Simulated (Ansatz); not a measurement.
KF: from a starting cell to a relaxed one

The start is a relaxed KF cell, doubled along one cell vector, shaken by Gaussian noise of σ = 0.08 Å a coordinate. Cell shape, volume and atoms are optimised at zero target pressure with r2SCAN (plane waves to 500 eV, PAW, scalar-relativistic; Ansatz, a first-principles code). The first steps use a coarse 8×8×4 k-mesh.

Input geometry:
```
KF
1.0
    0.00000     2.65916     2.65916
    2.65916     0.00000     2.65916
    5.31833     5.31833     0.00000
F K
2 2
Direct
  0.01506   0.01349   0.99726
  0.95960   0.01240   0.49231
  0.47792   0.48556   0.25072
  0.47287   0.48428   0.76412
```

Task: How much energy is released per atom?

Result: 0.016 eV/atom.

Task: Does it find its way back to the structure it was made from?

Result: It relaxes back to the parent, Fm-3m (No. 225).

Task: How do the shortest distances between atoms change?

Result: The closest pairs of elements (up to four, under 3.6 Å), start → end: F–K 2.47 → 2.66 Å.

Task: Is the relaxed structure metallic? Give its gap.

Result: 6.91 eV, direct at Γ (no spin-orbit coupling).

Final structure:

Space group Fm-3m (No. 225); a = 5.3184 Å, b = 5.3184 Å, c = 5.3184 Å, α = 90.00°, β = 90.00°, γ = 90.00°

```tsv
atom	site	symmetry	x	y	z
F	4b	m-3m	0.5000	0.5000	0.5000
K	4a	m-3m	0.0000	0.0000	0.0000
```
(The calculation used a cell of 2 atoms; values per cell refer to that cell.)

Final values are on a 11×11×11 k-mesh of the relaxed cell. No spin polarisation in the result.
